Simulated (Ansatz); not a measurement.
**Stress against strain in SrTiO$_{3}$**

```xyz
5
Lattice="3.9050 0.0000 0.0000 0.0000 3.9050 0.0000 0.0000 0.0000 3.9050" Properties=species:S:1:pos:R:3 pbc="T T T"
Sr    0.0000    0.0000    0.0000
Ti    1.9525    1.9525    1.9525
O     0.0000    1.9525    1.9525
O     1.9525    0.0000    1.9525
O     1.9525    1.9525    0.0000
```

Atom numbers follow the list: Sr1, Ti2, O3, O4, O5.

Conventional cell: a = 3.905 Å, b = 3.905 Å, c = 3.905 Å, α = 90.00°, β = 90.00°, γ = 90.00°. Sr (atom 1) is surrounded by 12 O at 2.76 Å. Ti (atom 2) has 6 O at 1.95 Å as nearest neighbours. O (atom 3) is surrounded by 2 Ti at 1.95 Å.

The cell is COD entry 7212245, as deposited and not checked against the literature; nothing was relaxed.

Method: DFT, PBEsol, all-electron LAPW, scalar-relativistic in Ansatz 0.2.0.

Settings: a Γ-centred 7×7×7 k mesh, Fermi–Dirac smearing of 0.05 eV, basis error target 1 meV/atom, no spin polarisation.

The strain is applied along the Cartesian axes of the cell as listed (the other components stay zero). Fractional coordinates are held (clamped ions).

σ is the change of stress from the unstrained cell, which is at -1.96 GPa; tension is positive, so slopes are stress–strain coefficients at that pressure.

Only quantities that a quadratic follows smoothly over the whole series are listed; rougher ones are left out.

```
εxx = εyy  σzz (GPa)  σxx (GPa)
  -0.0300      -6.66     -15.66
  -0.0200      -4.28      -9.80
  -0.0100      -2.06      -4.60
   0.0000       0.00       0.00
   0.0100       1.91       4.06
   0.0300       5.29      10.80
```

Question: Fit the series and read off the stiffness at zero strain.

Answer: Least-squares fits y = p0 + p1 x + p2 x² to the rows give σzz (GPa): p1 = 199, p2 = -760; σxx (GPa): p1 = 440, p2 = -2700. So 2 C12 = 199 GPa and C11 + C12 = 440 GPa.

Question: One run, at εxx = εyy = 0.0200, is withheld. Predict its row.

Answer: The fits give 3.68, 7.72; the run gave 3.67, 7.65.
